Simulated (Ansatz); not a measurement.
GaCuSe$_{2}$ (chalcopyrite)

```
CELL_PARAMETERS angstrom
     -2.80390     2.80390     5.54824
      2.80390    -2.80390     5.54824
      2.80390     2.80390    -5.54824
ATOMIC_POSITIONS crystal
  Cu 0.75000 0.25000 0.50000
  Cu 0.00000 0.00000 0.00000
  Ga 0.25000 0.75000 0.50000
  Ga 0.50000 0.50000 0.00000
  Se 0.12136 0.12500 0.49636
  Se 0.62864 0.62500 0.50364
  Se 0.37500 0.87864 0.00364
  Se 0.87500 0.37136 0.99636
```

E(V) scan at fixed shape, V₀ the volume above. The atoms relax within the cell's symmetry.

These are r2SCAN (plane waves to 500 eV, PAW, scalar-relativistic; Ansatz, a program for electronic structure) values and carry that method's errors. k mesh 8×8×8 (Γ-centred), Fermi-Dirac smearing 0.05 eV. Stress and pressure are positive under compression. GaCuSe2 is run without spin polarisation. GaCuSe2 was relaxed with its symmetry unable to fall. The PAW data are Ansatz's earlier set.

At one point of the scan the stress tensor (GPa) is:

```
    2.4      0.0      0.0
    0.0      2.4      0.0
    0.0      0.0      2.5
```

### Question
Which point is it?
A. V/V₀ = 0.936
B. V/V₀ = 0.872
C. V/V₀ = 0.968
D. V/V₀ = 0.840

### Answer
C, V/V₀ = 0.968

(A scan under strain: stresses follow from slopes of the energy per volume, elastic moduli from its curvatures.)
